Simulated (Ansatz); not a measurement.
C:
```
CELL_PARAMETERS angstrom
      1.25154     0.72258     6.21250
     -1.25154     0.72258     6.21250
      0.00000    -1.44515     6.21250
ATOMIC_POSITIONS crystal
  C  0.73567 0.73567 0.73567
  C  0.81935 0.81935 0.81935
  C  0.18065 0.18065 0.18065
  C  0.26433 0.26433 0.26433
  C  0.95879 0.95879 0.95879
  C  0.04121 0.04121 0.04121
```

Relaxed with PBEsol. 

Question: HSE06 on this cell (Ansatz, a first-principles code, PAW) gives a gap of 5.68 eV. What does PBEsol give?

Answer: 4.39 eV.

Cost on shared cores: the PBEsol run (SCF on a 13×13×13 mesh, then bands and DOS) around 30 core-seconds (rough), the HSE06 run (SCF on 7×7×7, then a few points) very roughly 70 core-seconds; the tasks are unlike.

Space group R-3m. The start of the workflow was typed in or built on a structure type; the Crystallography Open Database files this formula in space group No. 166, but the cells were not matched. It is not the phase usual at ambient conditions (space group No. 194, 227). The PBEsol relaxation kept the symmetry of its start; its stability against distortions is not shown here.

Potentials: the earlier of the program's two PAW sets. The files were generated under PBE; for other functionals the program regenerates the frozen cores, and for LDA and PBEsol the local potential too.

Ansatz is a plane-wave DFT program.
